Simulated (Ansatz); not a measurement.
TiSi₂ (C49 type, space group Cmcm)

```yaml
crystal:
  lattice:
    - [1.77306, -6.78197, 0.00000]
    - [1.77306, 6.78197, 0.00000]
    - [0.00000, 0.00000, 3.57983]
  atoms:
    - { symbol: Si, position: [0.94084, 0.05916, 0.75000] }
    - { symbol: Si, position: [0.05916, 0.94084, 0.25000] }
    - { symbol: Si, position: [0.25027, 0.74973, 0.75000] }
    - { symbol: Si, position: [0.74973, 0.25027, 0.25000] }
    - { symbol: Ti, position: [0.60319, 0.39681, 0.75000] }
    - { symbol: Ti, position: [0.39681, 0.60319, 0.25000] }
```

The slice is a (010) plane (indices of the conventional cell) through the point (0.603, 0.397, 0.750) (fractional), spanned by u = [110] and v = [001] in vectors of this cell: u (3.55 Å) and v (3.58 Å, at 90° to u). It covers one period; positions are fractions (u, v).

Method: PBE (plane waves to 420 eV, PAW, scalar-relativistic; Ansatz, an electronic-structure program). k mesh 14×14×13. Near the nuclei the fields are pseudised (PAW); where an atom keeps semicore shells as valence, they peak there. This is one of several known forms of TiSi2; the measured ambient cells at hand have space group No. 70. TiSi2 is run without spin polarisation. TiSi2 was relaxed with its symmetry unable to fall.

### Question
Predict the map of the valence electron density on the slice.

### Answer
| v \ u | 0.00 | 0.12 | 0.25 | 0.38 | 0.50 | 0.62 | 0.75 | 0.88 |
|---|---|---|---|---|---|---|---|---|
| 0.88 | 0.8 | 0.5 | -0.4 | -0.7 | -0.7 | -0.7 | -0.4 | 0.5 |
| 0.75 | -0.3 | -0.4 | -0.6 | -0.5 | -0.5 | -0.5 | -0.6 | -0.4 |
| 0.62 | -0.8 | -0.7 | -0.5 | -0.4 | -0.4 | -0.4 | -0.5 | -0.7 |
| 0.50 | -0.8 | -0.7 | -0.5 | -0.4 | -0.5 | -0.4 | -0.5 | -0.7 |
| 0.38 | -0.8 | -0.7 | -0.5 | -0.4 | -0.4 | -0.4 | -0.5 | -0.7 |
| 0.25 | -0.3 | -0.4 | -0.6 | -0.5 | -0.5 | -0.5 | -0.6 | -0.4 |
| 0.12 | 0.8 | 0.5 | -0.4 | -0.7 | -0.7 | -0.7 | -0.4 | 0.5 |
| 0.00 | 1.0 | 0.8 | -0.3 | -0.8 | -0.8 | -0.8 | -0.3 | 0.8 |

Values: log₁₀ of the valence density in e/Å³. The scale is logarithmic, as a density can span decades between atoms and voids.
